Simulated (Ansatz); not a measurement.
Ansatz (a first-principles code) input:

Ansatz 0.2 input:
```yaml
crystal:
  lattice:
    - [3.1393814282, 0.0, 0.0]
    - [0.0, 3.1393814282, 0.0]
    - [0.0, 0.0, 3.1393814282]
  atoms:
    - { symbol: Ta, position: [0.5, 0.5, 0.5] }
    - { symbol: Ru, position: [0.0, 0.0, 0.0] }
kpoints:
  mp_grid: { grid: [27, 27, 27] }
hamiltonian:
  xc: pbesol
  pseudopotentials: { kind: paw }
scf:
  occupations: { method: fermi_dirac, width: 0.1 }
elastic: { mode: relaxed_ion, stencil: two_point, amplitude: 0.005, f_tol: 0.0005 }
```

Output (shortened):

```
Pseudopotential: Ta, paw, valence charge 13
Pseudopotential: Ru, paw, valence charge 16
Functional definition: PBEsol
Crystal: 2 atoms, lattice volume = 30.941 Å³
Basis set: ecut = 420 eV, 619 PW (Γ), exchange–correlation on 48×48×48 points (8 copies of the dense FFT grid, shifted against one another)
Bands: 19, of which v1, the nominal top of the filled ones, is band 15 counted from 1 (14 counted from 0)
Symmetry: 48 space group operations
Space group: Pm-3m (ITA 221), of the structure as read, at distance tolerance 3.1e-5 Å
k-points: 560 of 19683
SCF iter   1: F=—  HF=-15623.573987 eV  |F-HF|=—  |Δ(HF+E_count)|=         —  Δρ=1.37e-2  dr2=8.61e-2  ethr=1.77e-3  ⟨swp⟩=5.1  Hψ=44584  notcnv=0
preconditioner: auto → none
SCF iter   2: F=—  HF=-15623.569072 eV  |F-HF|=—  |Δ(HF+E_count)|=   4.91e-3  Δρ=8.54e-3  dr2=3.84e-2  ethr=2.97e-4  ⟨swp⟩=1.0  Hψ=15120  notcnv=0
SCF iter   3: F=—  HF=-15623.565180 eV  |F-HF|=—  |Δ(HF+E_count)|=   3.89e-3  Δρ=1.70e-3  dr2=1.07e-3  ethr=1.32e-4  ⟨swp⟩=1.0  Hψ=10649  notcnv=0
SCF iter   4: F=—  HF=-15623.565017 eV  |F-HF|=—  |Δ(HF+E_count)|=   1.63e-4  Δρ=2.99e-4  dr2=1.15e-5  ethr=3.70e-6  ⟨swp⟩=2.3  Hψ=17385  notcnv=0
SCF iter   5: F=—  HF=-15623.565012 eV  |F-HF|=—  |Δ(HF+E_count)|=   5.01e-6  Δρ=2.77e-5  dr2=2.68e-7  ethr=3.97e-8  ⟨swp⟩=2.9  Hψ=21371  notcnv=0
SCF iter   6: F=—  HF=-15623.565011 eV  |F-HF|=—  |Δ(HF+E_count)|=   2.67e-7  Δρ=3.52e-6  dr2=4.47e-9  ethr=9.23e-10  ⟨swp⟩=1.5  Hψ=11708  notcnv=0
SCF iter   7: F=—  HF=-15623.565011 eV  |F-HF|=—  |Δ(HF+E_count)|=  4.04e-10  Δρ=3.18e-7  dr2=2.99e-11  ethr=1.54e-11  ⟨swp⟩=2.0  Hψ=14409  notcnv=0
SCF iter   8: F=—  HF=-15623.565011 eV  |F-HF|=—  |Δ(HF+E_count)|=  1.46e-11  Δρ=6.24e-8  dr2=1.71e-12  ethr=1.03e-13 (applied; sched 1.00e-12)  ⟨swp⟩=1.9  Hψ=15762  notcnv=0
SCF iter   9: F=-15623.565011 eV  HF=-15623.565011 eV  |F-HF|=1.82e-12  |Δ(HF+E_count)|=  5.46e-12  Δρ=3.50e-9  dr2=8.49e-16  ethr=1.00e-12  ⟨swp⟩=4.6  Hψ=38885  notcnv=0
SCF 1 converged in 9 iterations: F = -15623.565011 eV  dr2 = 8.49e-16
Crystal: 2 atoms, lattice volume = 30.786 Å³
Symmetry: 16 space group operations
k-points: 1470 of 19683
iter 1 solved again at ethr=6.59e-6 eV; its pass at ethr=3.10e-3 eV (dr2=1.91e-3 eV) is discarded
SCF iter   1: F=—  HF=-15623.564438 eV  |F-HF|=—  |Δ(HF+E_count)|=         —  Δρ=1.97e-3  dr2=1.75e-3  ethr=6.59e-6  ⟨swp⟩=2.1  Hψ=145468  notcnv=0
preconditioner: auto → none
SCF iter   2: F=—  HF=-15623.564272 eV  |F-HF|=—  |Δ(HF+E_count)|=   1.66e-4  Δρ=7.32e-4  dr2=2.44e-4  ethr=6.02e-6  ⟨swp⟩=1.0  Hψ=27933  notcnv=0
SCF iter   3: F=—  HF=-15623.564242 eV  |F-HF|=—  |Δ(HF+E_count)|=   3.05e-5  Δρ=2.30e-4  dr2=2.01e-5  ethr=8.42e-7  ⟨swp⟩=1.0  Hψ=27933  notcnv=0
SCF iter   4: F=—  HF=-15623.564235 eV  |F-HF|=—  |Δ(HF+E_count)|=   6.76e-6  Δρ=5.35e-5  dr2=4.10e-7  ethr=6.95e-8  ⟨swp⟩=2.5  Hψ=37042  notcnv=0
SCF iter   5: F=—  HF=-15623.564235 eV  |F-HF|=—  |Δ(HF+E_count)|=   5.38e-7  Δρ=9.82e-6  dr2=2.06e-8  ethr=1.41e-9  ⟨swp⟩=2.0  Hψ=49132  notcnv=0
SCF iter   6: F=—  HF=-15623.564235 eV  |F-HF|=—  |Δ(HF+E_count)|=   5.46e-9  Δρ=1.64e-6  dr2=5.06e-10  ethr=7.11e-11  ⟨swp⟩=2.7  Hψ=49207  notcnv=0
SCF iter   7: F=—  HF=-15623.564235 eV  |F-HF|=—  |Δ(HF+E_count)|=  1.20e-10  Δρ=4.31e-7  dr2=3.75e-11  ethr=1.74e-12  ⟨swp⟩=2.7  Hψ=46178  notcnv=0
SCF iter   8: F=—  HF=-15623.564235 eV  |F-HF|=—  |Δ(HF+E_count)|=  7.28e-12  Δρ=9.63e-8  dr2=2.62e-12  ethr=1.29e-13 (applied; sched 1.00e-12)  ⟨swp⟩=2.6  Hψ=49155  notcnv=0
SCF iter  10: F=-15623.564235 eV  HF=-15623.564235 eV  |F-HF|=0.00e0  |Δ(HF+E_count)|=  1.82e-12  Δρ=3.83e-9  dr2=4.64e-15  ethr=1.00e-12  ⟨swp⟩=4.0  Hψ=87469  notcnv=0
SCF 2 converged in 10 iterations: F = -15623.564235 eV  dr2 = 4.64e-15
Crystal: 2 atoms, lattice volume = 31.096 Å³
iter 1 solved again at ethr=2.77e-9 eV; its pass at ethr=3.10e-3 eV (dr2=8.02e-7 eV) is discarded
SCF iter   1: F=—  HF=-15623.564994 eV  |F-HF|=—  |Δ(HF+E_count)|=         —  Δρ=2.23e-4  dr2=7.85e-7  ethr=2.77e-9  ⟨swp⟩=2.1  Hψ=140994  notcnv=0
preconditioner: auto → none
SCF iter   2: F=—  HF=-15623.564990 eV  |F-HF|=—  |Δ(HF+E_count)|=   3.80e-6  Δρ=1.07e-4  dr2=8.71e-8  ethr=2.71e-9  ⟨swp⟩=1.9  Hψ=44058  notcnv=0
SCF iter   3: F=—  HF=-15623.564991 eV  |F-HF|=—  |Δ(HF+E_count)|=   3.06e-7  Δρ=3.64e-5  dr2=1.07e-8  ethr=3.00e-10  ⟨swp⟩=1.0  Hψ=27931  notcnv=0
SCF iter   4: F=—  HF=-15623.564991 eV  |F-HF|=—  |Δ(HF+E_count)|=   3.94e-8  Δρ=2.35e-6  dr2=1.48e-10  ethr=3.68e-11  ⟨swp⟩=1.2  Hψ=29791  notcnv=0
SCF iter   5: F=—  HF=-15623.564991 eV  |F-HF|=—  |Δ(HF+E_count)|=  1.24e-10  Δρ=1.37e-7  dr2=4.12e-12  ethr=5.09e-13 (applied; sched 1.00e-12)  ⟨swp⟩=2.0  Hψ=44542  notcnv=0
SCF iter   6: F=-15623.564991 eV  HF=-15623.564991 eV  |F-HF|=1.82e-12  |Δ(HF+E_count)|=  1.82e-12  Δρ=1.89e-8  dr2=5.42e-14  ethr=1.00e-12  ⟨swp⟩=3.5  Hψ=114020  notcnv=0
SCF 3 converged in 6 iterations: F = -15623.564991 eV  dr2 = 5.42e-14
Crystal: 2 atoms, lattice volume = 30.941 Å³
Symmetry: 8 space group operations
k-points: 2744 of 19683
iter 1 solved again at ethr=1.72e-7 eV; its pass at ethr=3.10e-3 eV (dr2=4.99e-5 eV) is discarded
SCF iter   1: F=—  HF=-15623.564810 eV  |F-HF|=—  |Δ(HF+E_count)|=         —  Δρ=5.58e-4  dr2=3.50e-5  ethr=1.72e-7  ⟨swp⟩=3.0  Hψ=285012  notcnv=0
preconditioner: auto → none
SCF iter   2: F=—  HF=-15623.564798 eV  |F-HF|=—  |Δ(HF+E_count)|=   1.19e-5  Δρ=2.39e-4  dr2=5.80e-6  ethr=1.21e-7  ⟨swp⟩=1.0  Hψ=52174  notcnv=0
SCF iter   3: F=—  HF=-15623.564797 eV  |F-HF|=—  |Δ(HF+E_count)|=   1.43e-6  Δρ=2.17e-5  dr2=4.29e-8  ethr=2.00e-8  ⟨swp⟩=1.1  Hψ=53762  notcnv=0
SCF iter   4: F=—  HF=-15623.564797 eV  |F-HF|=—  |Δ(HF+E_count)|=   2.36e-7  Δρ=1.60e-6  dr2=4.55e-10  ethr=1.48e-10  ⟨swp⟩=2.2  Hψ=85525  notcnv=0
SCF iter   5: F=—  HF=-15623.564797 eV  |F-HF|=—  |Δ(HF+E_count)|=  6.91e-11  Δρ=4.72e-7  dr2=1.78e-11  ethr=1.57e-12  ⟨swp⟩=2.5  Hψ=95939  notcnv=0
SCF iter   6: F=—  HF=-15623.564797 eV  |F-HF|=—  |Δ(HF+E_count)|=  1.82e-12  Δρ=8.16e-8  dr2=6.61e-13  ethr=6.15e-14 (applied; sched 1.00e-12)  ⟨swp⟩=2.7  Hψ=89206  notcnv=0
SCF iter   7: F=-15623.564797 eV  HF=-15623.564797 eV  |F-HF|=1.82e-12  |Δ(HF+E_count)|=    0.00e0  Δρ=1.67e-8  dr2=4.74e-14  ethr=1.00e-12  ⟨swp⟩=4.1  Hψ=186591  notcnv=0
SCF 4 converged in 7 iterations: F = -15623.564797 eV  dr2 = 4.74e-14
Crystal: 2 atoms, lattice volume = 30.941 Å³
iter 1 solved again at ethr=8.57e-10 eV; its pass at ethr=3.10e-3 eV (dr2=2.48e-7 eV) is discarded
SCF iter   1: F=—  HF=-15623.564800 eV  |F-HF|=—  |Δ(HF+E_count)|=         —  Δρ=1.58e-4  dr2=2.44e-7  ethr=8.57e-10  ⟨swp⟩=2.1  Hψ=260840  notcnv=0
preconditioner: auto → none
SCF iter   2: F=—  HF=-15623.564797 eV  |F-HF|=—  |Δ(HF+E_count)|=   3.59e-6  Δρ=7.89e-5  dr2=4.56e-8  ethr=8.42e-10  ⟨swp⟩=1.0  Hψ=52136  notcnv=0
SCF iter   3: F=—  HF=-15623.564797 eV  |F-HF|=—  |Δ(HF+E_count)|=   2.09e-7  Δρ=8.09e-6  dr2=2.55e-9  ethr=1.57e-10  ⟨swp⟩=1.0  Hψ=52137  notcnv=0
SCF iter   4: F=—  HF=-15623.564797 eV  |F-HF|=—  |Δ(HF+E_count)|=   1.50e-9  Δρ=4.28e-7  dr2=1.30e-11  ethr=8.79e-12  ⟨swp⟩=2.3  Hψ=90936  notcnv=0
SCF iter   5: F=—  HF=-15623.564797 eV  |F-HF|=—  |Δ(HF+E_count)|=  1.82e-12  Δρ=1.03e-7  dr2=1.34e-12  ethr=4.50e-14 (applied; sched 1.00e-12)  ⟨swp⟩=2.5  Hψ=97989  notcnv=0
SCF iter   6: F=—  HF=-15623.564797 eV  |F-HF|=—  |Δ(HF+E_count)|=    0.00e0  Δρ=2.72e-8  dr2=1.38e-13  ethr=4.63e-15 (applied; sched 1.00e-12)  ⟨swp⟩=2.5  Hψ=75543  notcnv=0
SCF iter   7: F=-15623.564797 eV  HF=-15623.564797 eV  |F-HF|=0.00e0  |Δ(HF+E_count)|=    0.00e0  Δρ=6.23e-9  dr2=1.08e-14  ethr=1.00e-12  ⟨swp⟩=4.0  Hψ=181809  notcnv=0
SCF 5 converged in 7 iterations: F = -15623.564797 eV  dr2 = 1.08e-14
SCF converged after 9 iterations
Free energy (F): -15623.565011 eV
Harris-Foulkes:  -15623.565011 eV  (|F-HF|=1.82e-12)
Internal energy: -15623.474881 eV  (E = F + TS)
E sigma→0 (E₀):  -15623.519946 eV
Entropy (-TS):   -0.090130 eV (-45.065 meV/atom)
Fermi energy:    22.057865 eV
--- Per-component energies (eV) ---
  E_band       = -160.664161
  E_kinetic    = 882.039928
  E_local      = -1893.082317  (includes V_loc(G=0)·N_el)
  E_nonlocal   = 362.403171
  E_hartree    = 634.733261
  E_xc         = -407.180600
  E_vxc        = -443.422712  (∫ρ·V_xc dr)
  E_paw        = -11672.281977  (= ΣΔE_a)
  E_vpaw       = -338.068692  (= ΣTr[D̂ρ^β])
  E_aug_tail   = -0.000063  (compensation charges beyond the density's cutoff)
  E_ewald      = -3530.573227
  E_core_change = 0.466942  (= ΣΔE_core)
  E_smearing   = -0.090130  (= −TS)
  E_closure    = 0.000000  (closes the sum)
  Σ components = -15623.565011   (vs F -15623.565011, Δ=0.00e0)
  [band-id]    e_kinetic+e_local+e_nonlocal+2·e_hartree+e_vxc+e_vpaw+e_augmentation_tail = -160.664161   (vs E_band -160.664161, Δ=-5.49e-7)
--- Forces (eV/Å), atoms counted from 1 ---
  atom   1  Ta     0.00000000     0.00000000     0.00000000
  atom   2  Ru     0.00000000     0.00000000     0.00000000
  max |Σ_I F_I| component: 0.0 eV/Å
--- Stress (GPa, compression-positive) ---
        0.380233       0.000000       0.000000
        0.000000       0.380233       0.000000
        0.000000       0.000000       0.380233
  P = ⅓ Tr σ = 0.3802 GPa (3.802 kbar)
--- Band table (eV; the first three rows and the last of 560) ---
  k-point 0: bands = ["-51.0989", "-46.4404", "-21.1059", "-21.1059", "-21.1059", "-12.7969", "-12.7969", "-12.7969", "13.0118", "15.8702", "15.8702", "19.5856", "19.5856", "19.5856", "23.0949", "23.0949", "26.3198", "26.3198", "26.3198"]
  k-point 1: bands = ["-51.0987", "-46.4403", "-21.1073", "-21.1056", "-21.1056", "-12.8022", "-12.7970", "-12.7970", "13.0438", "15.8860", "15.8954", "19.5826", "19.5826", "19.5961", "23.0564", "23.1086", "26.1942", "26.1942", "26.2966"]
  k-point 2: bands = ["-51.0983", "-46.4399", "-21.1116", "-21.1047", "-21.1047", "-12.8178", "-12.7971", "-12.7971", "13.1392", "15.9334", "15.9698", "19.5741", "19.5741", "19.6276", "22.9428", "23.1487", "25.8673", "25.8673", "26.2283"]
  k-point 559: bands = ["-51.0711", "-46.3991", "-21.1944", "-21.1942", "-21.1942", "-13.1082", "-13.1082", "-13.1075", "18.1302", "18.1783", "18.1783", "18.9842", "18.9842", "19.0051", "21.7917", "21.7917", "26.4971", "26.4971", "29.3235"]
--- Elastic constants: 2 strain directions × 2 members + reference (group order 48) ---
  dense FFT box of the reference and of every strained cell: 24×24×24
  strains applied: 11, 23; error gains: componentwise 1.00 (the most a stress slope's error grows in a printed constant), spectral 1.73 (1 for all six strains …
  C = ∂σ_k/∂η_j (tension-positive GPa; Voigt order 11 22 33 23 13 12):
       165.585    325.327    325.327      0.000      0.000      0.000
       325.327    165.585    325.327      0.000      0.000      0.000
       325.327    325.327    165.585      0.000      0.000      0.000
         0.000      0.000      0.000     88.878      0.000      0.000
         0.000      0.000      0.000      0.000     88.878      0.000
         0.000      0.000      0.000      0.000      0.000     88.878
  reference stress σ⁰ (GPa):     -0.380     -0.380     -0.380      0.000      0.000      0.000
  C* (energy form; C + prestress term) asymmetry max|C*_kj − C*_jk| = 5.684e-14 GPa — a small one proves nothing (zero by symmetry where the batch's group is …
  moduli (Voigt/Reuss/Hill, GPa): K = 272.08/272.08/272.08   G = 21.38/573.81/297.59   E = 654.25   ν = 0.099
  mechanically stable: NO (min eigenvalue of sym C = -159.74 GPa)
  where every solve meets its electron count the energy-path curvature estimates C_jj along a normal strain and C_jj − ¼(σ⁰_aa + σ⁰_bb) along a shear (ab), of …
  strain η (Voigt 11):  stress-route row diagonal C_11 = 165.58 GPa, energy-path curvature d²(F+E_count+ΔE)/dδ²/Ω₀ = 164.88 GPa
         δ    σ_11 (GPa)             F (eV)   n_scf  n_hpsi   n_pw
    -5.000e-3      -1.2436      -15623.5642347      10  589755    624   relax 0 steps, max|allowed force component| 0.0 eV/Å
     5.000e-3       0.4123      -15623.5649907       6  420324    624   relax 0 steps, max|allowed force component| 0.0 eV/Å
  strain η (Voigt 23):  stress-route row diagonal C_44 = 88.88 GPa, energy-path curvature d²(F+E_count+ΔE)/dδ²/Ω₀ = 89.00 GPa
         δ    σ_23 (GPa)             F (eV)   n_scf  n_hpsi   n_pw
    -5.000e-3      -0.4444      -15623.5647968       7  883633    624   relax 0 steps, max|allowed force component| 0.0 eV/Å
     5.000e-3       0.4444      -15623.5647968       7  846738    624   relax 0 steps, max|allowed force component| 0.0 eV/Å
```

Cost: roughly 5 core-minutes on shared cores.

The workflow started from a Materials Project entry (that database holds measured and hypothetical structures alike); the Crystallography Open Database files this formula in space group No. 221, but the cells were not matched. Its standing as an ambient phase is unchecked. The PBEsol relaxation kept the symmetry of its start. At this level the phase is mechanically unstable. The run is not spin-polarised. As this level gives no gap, shear constants depend on the k-mesh and smearing (Fermi–Dirac, 0.1 eV here). On the denser mesh and wider smearing of the elastic run this cell carries a stress of 0.4 GPa. Spin–orbit coupling is left out wherever it is not named.

Potentials: the later of the program's two PAW sets.

Ansatz is a plane-wave DFT program.
